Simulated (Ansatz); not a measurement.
K2MgH4:
```
K2MgH4
1.0
   -2.00474     2.00474     6.76758
    2.00474    -2.00474     6.76758
    2.00474     2.00474    -6.76758
K Mg H
2 1 4
Direct
  0.64405   0.64405   0.00000
  0.35595   0.35595   0.00000
  0.00000   0.00000   0.00000
  0.00000   0.50000   0.50000
  0.50000   0.00000   0.50000
  0.85216   0.85216   0.00000
  0.14784   0.14784   0.00000
```

Relaxed with r²SCAN. Special points in fractions of this cell's reciprocal vectors: Γ (0.000, 0.000, 0.000); X (0.000, 0.000, 0.500); P (0.250, 0.250, 0.250); N (0.000, 0.500, 0.000); M (0.500, 0.500, -0.500); S (0.272, 0.728, -0.272); S0 (-0.272, 0.272, 0.272); R (-0.044, 0.044, 0.500); G (0.500, 0.500, -0.044).

**Question.** List the band energies nearest the valence-band maximum at these points for r²SCAN (plane waves, PAW; program Ansatz).

**Answer.** In eV from the valence-band maximum; about four levels below and three above (degenerate sets whole), none deeper than 8.9 eV; points with the same levels are listed once.

```tsv
k	below	above
Γ	-4.63 -1.54 -0.62 0.00	5.85 6.24 6.51 6.51
X	-1.74 -1.73 -1.69 -1.15	4.89 5.63 5.65
P	-1.74 -1.74 -1.69 -1.16	5.19 5.31 5.64 5.64
N	-3.04 -2.09 -0.98 -0.07	4.46 5.15 6.82
M	-4.41 -2.17 -0.27 -0.01	5.79 6.53 6.53
S	-3.09 -2.02 -1.08 -0.03	4.41 5.44 6.65
R	-1.99 -1.71 -1.45 -1.15	4.98 5.58 5.67
```

Space group I4/mmm. The first step of the workflow began from a Materials Project structure, measured or hypothetical; the Crystallography Open Database files this formula in space group No. 139, but the cells were not matched. Whether it is the stable phase at ambient conditions was not checked. Symmetry was held in the r²SCAN relaxation; whether a distortion lowers the energy is not shown.

Potentials: the later of the program's two PAW sets.
